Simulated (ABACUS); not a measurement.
Worked example: self-consistent single point of a (101) slab of CdSe (cut from a parent of space group no. 216; 16 atoms in the cell) in ABACUS.

Computed with LDA (PW92), numerical atomic orbitals TZP (confined pseudo-atomic orbitals with Gaussian additions; energy shift 0.01 Ry), PseudoDojo 0.4 standard norm-conserving LDA (tails mended) pseudopotentials (ABACUS 3.10.1).

The change in words: lattice scaled in the plane by 0.985; ecutwfc: 100 Ry → 60 Ry. Reference geometry (Pmn2_1):
```xyz
16
Lattice="6.1405 0.0000 0.0000 0.0000 8.6840 0.0000 0.0000 0.0000 18.5131" Properties=species:S:1:pos:R:3 pbc="T T T"
Cd     0.0000     5.4275     8.1710
Cd     3.0703     3.2565     6.0000
Cd     0.0000     1.0855     8.1710
Cd     3.0703     7.5985     6.0000
Cd     0.0000     1.0855    12.5131
Cd     3.0703     7.5985    10.3421
Cd     0.0000     5.4275    12.5131
Cd     3.0703     3.2565    10.3421
Se     1.5351     1.0855     6.0000
Se     4.6054     3.2565     8.1710
Se     1.5351     5.4275     6.0000
Se     4.6054     7.5985     8.1710
Se     1.5351     5.4275    10.3421
Se     4.6054     7.5985    12.5131
Se     1.5351     1.0855    10.3421
Se     4.6054     3.2565    12.5131
```

Reference input (self-consistent single point, DFT, LDA (PW92), numerical atomic orbitals TZP (confined pseudo-atomic orbitals with Gaussian additions; energy shift 0.01 Ry), PseudoDojo 0.4 standard norm-conserving LDA (tails mended) pseudopotentials): basis = TZP numerical atomic orbitals, energy shift 0.01 Ry; KPT = Gamma 2 2 1 0 0 0; basis_type = lcao; dft_functional = PWLDA; ecutwfc = 100 Ry; smearing_method = fd; smearing_sigma = 0.00734986 Ry; potentials = PseudoDojo 0.4 standard norm-conserving LDA (tails mended); symmetry = 1; symmetry_prec = 1e-05; ks_solver = genelpa; scf_nmax = 100. This run's input differs from it in these lines:

```diff
@@ -7,3 +7,3 @@
 dft_functional       PWLDA
-ecutwfc              100.0
+ecutwfc              60.0
 symmetry             1
@@ -30,8 +30,8 @@
 LATTICE_CONSTANT
-11.603939
+11.42988
 
 LATTICE_VECTORS
-   0.9999999877    0.0000000000    0.0000000000
-   0.0000000000    1.4142135534    0.0000000000
-   0.0000000000    0.0000000000    3.0148976755
+   0.9999999968    0.0000000000    0.0000000000
+   0.0000000000    1.4142134644    0.0000000000
+   0.0000000000    0.0000000000    3.0608098001
 
@@ -43,10 +43,10 @@
 8
-   0.0000000000   10.2565298792   15.4409471666 1 1 1
-   5.8019694287    6.1539179275   11.3383626900 1 1 1
-   0.0000000000    2.0513059758   15.4409471666 1 1 1
-   5.8019694287   14.3591418308   11.3383626900 1 1 1
-   0.0000000000    2.0513059758   23.6463260278 1 1 1
-   5.8019694287   14.3591418308   19.5437415513 1 1 1
-   0.0000000000   10.2565298792   23.6463260278 1 1 1
-   5.8019694287    6.1539179275   19.5437415513 1 1 1
+   0.0000000000   10.1026813700   15.4409471666 1 1 1
+   5.7149399817    6.0616088220   11.3383626900 1 1 1
+   0.0000000000    2.0205362740   15.4409471666 1 1 1
+   5.7149399817   14.1437539180   11.3383626900 1 1 1
+   0.0000000000    2.0205362740   23.6463260278 1 1 1
+   5.7149399817   14.1437539180   19.5437415513 1 1 1
+   0.0000000000   10.1026813700   23.6463260278 1 1 1
+   5.7149399817    6.0616088220   19.5437415513 1 1 1
 
@@ -55,10 +55,10 @@
 8
-   2.9009847143    2.0513059758   11.3383626900 1 1 1
-   8.7029541430    6.1539179275   15.4409471666 1 1 1
-   2.9009847143   10.2565298792   11.3383626900 1 1 1
-   8.7029541430   14.3591418308   15.4409471666 1 1 1
-   2.9009847143   10.2565298792   19.5437415513 1 1 1
-   8.7029541430   14.3591418308   23.6463260278 1 1 1
-   2.9009847143    2.0513059758   19.5437415513 1 1 1
-   8.7029541430    6.1539179275   23.6463260278 1 1 1
+   2.8574699909    2.0205362740   11.3383626900 1 1 1
+   8.5724099726    6.0616088220   15.4409471666 1 1 1
+   2.8574699909   10.1026813700   11.3383626900 1 1 1
+   8.5724099726   14.1437539180   15.4409471666 1 1 1
+   2.8574699909   10.1026813700   19.5437415513 1 1 1
+   8.5724099726   14.1437539180   23.6463260278 1 1 1
+   2.8574699909    2.0205362740   19.5437415513 1 1 1
+   8.5724099726    6.0616088220   23.6463260278 1 1 1
 # file: KPT
```

Output (repeated stretches shortened):

```
 SELF-CONSISTENT
 -------------------------------------------

                  longest orb rcut (Bohr) = 6.9
   longest nonlocal projector rcut (Bohr) = 1.94
                     search radius (Bohr) = 17.7

                          real space grid = [ 60, 80, 180 ]

                                 init_chg = atomic

 LCAO ALGORITHM --------------- ION=   1  ELEC=   1--------------------------------

 Density error is 0.0377430269513
 E_KohnSham     -4743.0883266144     -64533.0273592404
 E_Fermi        0.0491385486         0.6685642524

 LCAO ALGORITHM --------------- ION=   1  ELEC=   2--------------------------------

   [... lines left out ...]

   [... 13 blocks of this kind left out ...]

 LCAO ALGORITHM --------------- ION=   1  ELEC=  16--------------------------------

 Density error is 1.3099686033e-07
 E_KohnSham     -4743.4139283880     -64537.4573986407
 E_Fermi        0.1099943073         1.4965493270

 LCAO ALGORITHM --------------- ION=   1  ELEC=  17--------------------------------

 Density error is 5.47706018923e-08
 E_KohnSham     -4743.4139283124     -64537.4573976115
 E_KS(sigma->0) -4743.4135897305     -64537.4527909694
 E_entropy(-TS) -0.0006771637        -0.0092132842
 E_Fermi        0.1099937231         1.4965413790
 charge density convergence is achieved
 final etot is -64537.457398 eV
 EFERMI = 1.496541379 eV

 STATE ENERGY(eV) AND OCCUPATIONS    NSPIN == 1
   [... 170 lines left out ...]

 TOTAL-FORCE (eV/Angstrom)
                       Cd1         0.2373167687         0.0000000000        -0.0971598497
                       Cd2        -0.8569742101         0.0000000000         1.0855194163
                       Cd3         0.2373167687         0.0000000000        -0.0971598497
                       Cd4        -0.8569742143         0.0000000000         1.0855194167
                       Cd5        -0.8569742122         0.0000000000        -1.0855194165
                       Cd6         0.2373167663         0.0000000000         0.0971598487
                       Cd7        -0.8569742122         0.0000000000        -1.0855194165
   [... lines left out ...]

 TOTAL-STRESS (KBAR)
       -18.8547606708         0.0000000000         0.0000000000
         0.0000000000       -17.5732866768         0.0000000000
         0.0000000000         0.0000000000       -12.1482614925
 TOTAL-PRESSURE: -16.192103 KBAR

 --------------------------------------------
 !FINAL_ETOT_IS -64537.4573976115061669 eV
 --------------------------------------------
```

The run converged in 17 iterations. Against the reference run the free energy goes down by 25.4 meV/atom, the largest force goes from 1.519 to 1.383 eV/Å and the gap on the mesh goes from 0.889 to 0.904 eV.

The atom-centred basis is finite, which shifts total energies, gaps and forces against plane waves. Forces above 1 eV/Å remain at this geometry, of which the finite basis can carry a part. No dipole correction was used; where the two faces of such a cut differ, images can couple through a dipole. This run is one point of a test of settings, so its values need not be converged; read them against the reference run alone. The bare cut can leave dangling bonds, and the run has no spin polarisation, so a lower magnetic or reconstructed surface may exist.

Cost on one core: about 50 core-seconds (a rough figure).

The atomic orbitals were generated for these runs; they are not ABACUS's published sets and were checked against plane waves on a few crystals only.

“Tails mended”: in these copies of the files the far tail of each local potential was reset to the Coulomb form.
